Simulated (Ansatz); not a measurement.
**Clamped-ion strain scan in CsO**

Computed with DFT LDA, scalar-relativistic, plane waves, PAW (Ansatz). The runs took a 420 eV cutoff, a Γ-centred 8×8×8 mesh and Gaussian smearing (0.05 eV). No spin polarisation. Energies are free energies at this smearing, counted from the undisturbed cell; pressure is positive in compression.

The starting cell (as given, not relaxed at this level; it stands at -3.8 GPa, and it needn't be the usual structure):

```xyz
4
Lattice="-2.1610 3.2150 3.7585 2.1610 -3.2150 3.7585 2.1610 3.2150 -3.7585" Properties=species:S:1:pos:R:3 pbc="T T T"
Cs    0.0000    0.0000    1.8793
Cs    0.0000    0.0000    5.6378
O     0.0000    3.9866    0.0000
O     0.0000    2.4434    0.0000
```

The cell is strained by ε times the Voigt pattern (0, 1, 0, 0, 0, 0) (xx, yy, zz, yz, xz, xy; engineering shear) with fractional coordinates fixed.

| ε | ΔE (meV/atom) |
| --- | --- |
| -0.0600 | -25.8 |
| -0.0300 | -20.3 |
| 0.0000 | 0.0 |
| 0.0150 | 14.5 |
| 0.0450 | 50.4 |
| 0.0600 | 71.1 |

(1) Predict the pressure (GPa) at each point.

Results:

(1)
| ε | pressure (GPa) |
| --- | --- |
| -0.0600 | -1.2 |
| -0.0300 | -2.7 |
| 0.0000 | -3.8 |
| 0.0150 | -4.2 |
| 0.0450 | -4.9 |
| 0.0600 | -5.2 |